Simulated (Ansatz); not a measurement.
A plane-wave run on YCo$_{2}$B$_{2}$

Input file of Ansatz 0.2.0:

```yaml
crystal:
  lattice:
    - [0.0, 3.581639, 0.0]
    - [3.581639, 0.0, 0.0]
    - [1.79082, 1.79082, -4.689404]
  atoms:
    - { symbol: Co, position: [0.75, 0.25, 0.5] }
    - { symbol: Co, position: [0.25, 0.75, 0.5] }
    - { symbol: B, position: [0.378, 0.378, 0.244] }
    - { symbol: B, position: [0.622, 0.622, 0.756] }
    - { symbol: "Y", position: [0.0, 0.0, 0.0] }
  symmetry: { tolerance: 0.0003 }
kpoints:
  mp_grid: { grid: [8, 8, 8], shift: [0, 0, 0] }
  band_path:
    path:
      - [0.0, 0.0, 0.0]
      - [0.5, 0.5, 0.5]
      - [0.5, 0.5, 0.25]
      - [0.0, 0.5, 0.0]
      - [0.0, 0.0, 0.0]
      - [0.0, 0.0, -0.5]
      - [0.0, 0.4270814, -0.2864593]
      - [0.0, 0.5729186, 0.2864593]
      - [0.0, 0.0, 0.0]
      - [0.5, 0.5, 0.5]
      - [0.4270814, 0.5729186, 0.5]
    npoints: 14
magnetization:
  spin_polarized: false
scf:
  occupations: { method: cold, width: 0.0252 }
  lower_state_search: "off"
  max_iter: 200
hamiltonian:
  pseudopotentials: { kind: paw }
  xc: r2scan
basis:
  ecutwfc: 500
  fft_grid_basis: typed
output:
  forces: true
  stress: true
  eigenvalues: true
  bader: true
  populations: true
  elf: true
  write_potential: true
  volumetric_format: npy
  dos:
    e_range: [-12, 8]
    de: 0.05
    projected: { site_lists: { B: [B], Co: [Co], "Y": ["Y"] } }
  write_density: true
checkpoint:
  read: saved_state
```

Run as

```sh
ansatz run input.yaml --threads 1 --pin off --max-ram 2560MiB --backend cpu --events-out ev --progress --plain --runs-dir out
```

The run starts from an earlier solution of this cell. 

Excerpt of what it printed:

```
SCF iter   1: F=—  Δρ=3.06e-3  dr2=1.97e-3  dr2_τ=1.52e-2
SCF iter   2: F=—  S|Δr|=    0.00e0  Δρ=1.45e-3  dr2=6.77e-4  dr2_τ=2.03e-4
SCF iter   3: F=—  S|Δr|=    0.00e0  Δρ=1.39e-3  dr2=7.42e-4  dr2_τ=1.20e-5
SCF iter   4: F=—  S|Δr|=    0.00e0  Δρ=4.62e-4  dr2=1.46e-4  dr2_τ=4.38e-6
SCF iter   5: F=—  S|Δr|=    0.00e0  Δρ=1.36e-4  dr2=1.32e-5  dr2_τ=6.04e-7
SCF iter   6: F=—  S|Δr|=    0.00e0  Δρ=4.12e-5  dr2=1.17e-6  dr2_τ=6.64e-8
SCF iter   7: F=—  S|Δr|=    0.00e0  Δρ=3.32e-5  dr2=6.22e-7  dr2_τ=4.81e-9
SCF iter   8: F=-14437.8449 eV  S|Δr|=    0.00e0  Δρ=8.48e-6  dr2=2.94e-8  dr2_τ=4.38e-10
Free energy (F): -14437.8449 eV
Harris-Foulkes:  -14437.8449 eV  (|F-HF|=1.31e-8)
Internal energy: -14437.8448 eV  (E = F + TS)
E sigma→0 (E₀):  -14437.8449 eV
Entropy (-TS):   -0.0001 eV (-0.023 meV/atom)
Fermi energy:    13.9116 eV
--- Forces (eV/Å), atoms counted from 1 ---
  atom   1  Co     0.0000     0.0000     0.0000
  atom   2  Co     0.0000     0.0000     0.0000
  atom   3  B      0.0000     0.0000    -1.7236
  atom   4  B      0.0000     0.0000     1.7236
  atom   5  Y      0.0000     0.0000     0.0000
--- Stress (GPa, compression-positive) ---
      -12.0920       0.0000       0.0000
        0.0000     -12.0920       0.0000
        0.0000       0.0000     -17.6671
  P = ⅓ Tr σ = -13.9504 GPa (-139.504 kbar)
```

Origin: a database entry at a rescaled volume. Caveats: no spin polarisation, so a magnetic state may lie lower; atoms or cell far from equilibrium.

It took 70 s on 1 thread of Arm Neoverse V1 (shared host), peak memory 0.54 GiB, starting from a saved density.
